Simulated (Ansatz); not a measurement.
**AgS, a known structure type with other elements, at an estimated volume**

```yaml
crystal:
  lattice:
    - [0.00000, 3.57769, 3.57769]
    - [3.57769, 0.00000, 3.57769]
    - [3.57769, 3.57769, 0.00000]
  atoms:
    - { symbol: S, position: [0.00000, 0.00000, 0.00000] }
    - { symbol: S, position: [0.25000, 0.25000, 0.25000] }
    - { symbol: Ag, position: [0.50000, 0.50000, 0.50000] }
    - { symbol: Ag, position: [0.75000, 0.75000, 0.75000] }
```

Single point in Ansatz 0.2.0 with PBE, no spin polarisation. Cutoff 420 eV, PAW datasets, 8×8×8 Γ-centred k mesh, fermi-dirac filling (width 0.1 eV).

Stress: The pressure is -9.3 GPa (compression positive), so with the atoms held at these fractions the cell would first shrink.
Electronic structure: It is a metal, with about 5.4 states/eV a cell as the mean within 0.25 eV of the Fermi level, mostly S p (87 %).
Contacts: S–S at 3.10 Å: least valence density 0.14 e/Å³ and ELF 0.15 there. S–Ag at 3.10 Å: least valence density 0.14 e/Å³ and ELF 0.12 there. Ag–Ag at 3.10 Å: least valence density 0.13 e/Å³ and ELF 0.10 there. Both are smooth PAW fields, read partly inside the augmentation spheres.
Formation energy: 0.75 eV an atom against the elements' usual phases (free molecules for gases, crystals otherwise, with no correction for O₂ or N₂), so at this geometry it isn't bound against them. Relaxing would lower it.

Origin: a known structure type with other elements, at an estimated volume, so it need not be a known compound. Caveats: many states at the Fermi level without spin polarisation, so a magnetic state may lie lower.
